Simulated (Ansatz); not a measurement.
Values for one crystal, relaxed and computed with LDA (plane waves, PAW; program Ansatz); other levels are named.

Volume per atom: 8.32 Å³
Band gap: 6.43 eV (direct)
Dynamical stability on the path: stable (no imaginary branch)
Young's modulus: 404 GPa
Highest zone-centre frequency (without LO–TO term): 22.47 THz
Zero-point energy: 92.8 meV/atom
Bulk modulus (Birch–Murnaghan fit): 257 GPa

Problem. Which compound is it?
A. CuCl, zinc blende
B. AlN, P6_3mc (Al on 2a, Al on 2b, N on 2a, N on 2b)
C. Al2O3, corundum
D. GeSe, Pnma (Ge on 4c, Se on 4c)

Solution. C, Al2O3, corundum

Space group R-3c (corundum). Symmetry was held in the LDA relaxation.

Potentials: the later of the program's two PAW sets.
